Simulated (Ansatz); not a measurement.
Na₃Cl (L12 type) under strong compression

```yaml
crystal:
  lattice:
    - [4.81252, 0.00000, 0.00000]
    - [0.00000, 4.81252, 0.00000]
    - [0.00000, 0.00000, 4.81252]
  atoms:
    - { symbol: Cl, position: [0.00000, 0.00000, 0.00000] }
    - { symbol: Na, position: [0.00000, 0.50000, 0.50000] }
    - { symbol: Na, position: [0.50000, 0.00000, 0.50000] }
    - { symbol: Na, position: [0.50000, 0.50000, 0.00000] }
```

The cell comes from a relaxation on PAW files under the same functional, begun from a prototype that needn't be the stable phase.

Its volume is scaled at fixed shape and fractional positions.

Computed with Ansatz 0.2.0; functional PBEsol, scalar-relativistic. Settings: a Γ-centred 8×8×8 k mesh, Fermi–Dirac smearing of 0.05 eV, no spin polarisation. Methods: LAPW: all electrons, basis error target 0.5 meV/atom; PAW: frozen-core files, cutoff 420 eV.

Energies are extrapolated to zero smearing and count from the unscaled cell; pressure is positive in compression; gaps take the mesh and a band path. No temperature or zero-point motion is included.

The PAW files were made under PBE.

| V/V0 | V (Å³/atom) | P LAPW (GPa) | ΔE LAPW (eV/atom) | P PAW − LAPW (GPa) | ΔE PAW − LAPW (meV/atom) |
| --- | --- | --- | --- | --- | --- |
| 1.00 | 27.86 | 0.00 | 0.000 | 0.00 | 0.0 |
| 0.90 | 25.08 | ? | 0.013 | 0.00 | 0.0 |
| 0.50 | 13.93 | 35.0 | 0.835 | 0.04 | 1.3 |

Task: What belongs in the row "0.90", column "P LAPW (GPa)"?

Result: 1.59.

Task: From the table, what is the rise of the enthalpy H = E + pV up to the last row, and how stiff is the crystal between the last two rows?

Result: ΔH = 0.835 eV + (35.0 GPa × 13.93 Å³ + 0.00 GPa × 27.86 Å³) × 0.006242 eV/(GPa·Å³) = 3.88 eV/atom, of which pV makes 78 %. The mean bulk modulus there is −ΔP/Δln V = 56.8 GPa.

Task: How do the Löwdin populations by LAPW change from the unscaled cell to the last row?

Result: Cl 3s 1.97 → 1.93 electrons an atom. These are projections on the shells that the free atoms fill; 0.21 e a cell lies outside them at the start and 0.24 e at the end.
